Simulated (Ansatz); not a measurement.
# Guessed and relaxed cells of Y2ZnB4

The guess for Y2ZnB4 was made by a generator: random cell by space group and Wyckoff sites (P4mm, No. 99). Lengths were set from tabulated atomic sizes, so they are only a guess.

POSCAR.start

```
Y Zn B
1.0
     4.88502    0.00000    0.00000
     0.00000    4.88502    0.00000
     0.00000    0.00000    3.68614
Y Zn B
2 1 4
Direct
  0.50000 0.00000 0.53893
  0.00000 0.50000 0.53893
  0.50000 0.50000 0.33107
  0.82069 0.00000 0.21631
  0.17931 0.00000 0.21631
  0.00000 0.82069 0.21631
  0.00000 0.17931 0.21631
```

Method: Ansatz, DFT PBE, scalar-relativistic, plane waves, PAW. Cutoff 420 eV, Gaussian smearing, Γ-centred meshes. Cell and atoms relax first on a coarse mesh and then on a finer one. In between, the cell is made exact in the group found at 0.06 Å. In metals the finer mesh still leaves noise of several meV/atom or more. The steps can't lower the symmetry of their start. No spin polarisation.

POSCAR.end

```
Y Zn B
1.0
     4.36470    0.00000    0.00000
     0.00000    4.36470    0.00000
     0.00000    0.00000    5.01370
Y Zn B
2 1 4
Cartesian
  2.1823 0.0000 2.5068
  0.0000 2.1823 2.5068
  2.1823 2.1823 0.0000
  3.0697 0.0000 0.0000
  1.2950 0.0000 0.0000
  0.0000 3.0697 0.0000
  0.0000 1.2950 0.0000
```

The symmetry goes from P4mm (No. 99) to P4/mmm (No. 123). The volume per atom grows by 8.6 %, from 12.6 to 13.6 Å³. The shortest distance goes from 1.24 Å (B–B) to 1.77 Å (B–B). The energy falls by about 3.0 eV/atom (the start's value is from the coarse mesh). The end is written in a standard setting, so origin, axes and order of atoms can differ from the start's.

```json
{
  "Volume per atom": "13.64 Å³",
  "Density": "4.98 g/cm³",
  "Formation energy": "+0.32 eV/atom",
  "Gap on the 8×8×8 mesh of the 7-atom cell": "0 eV (a metal)"
}
```

The zero of energy is the elements' standard structures at the same level; no fitted shifts are applied. It can't be a ground state, since the elements alone are lower.

The last run used Gaussian smearing of 0.10 eV. Symmetry constrained the relaxation, so the result can be a saddle point. In all, the 4 runs took 16 min on 1 thread of Arm Neoverse N1 (shared host).
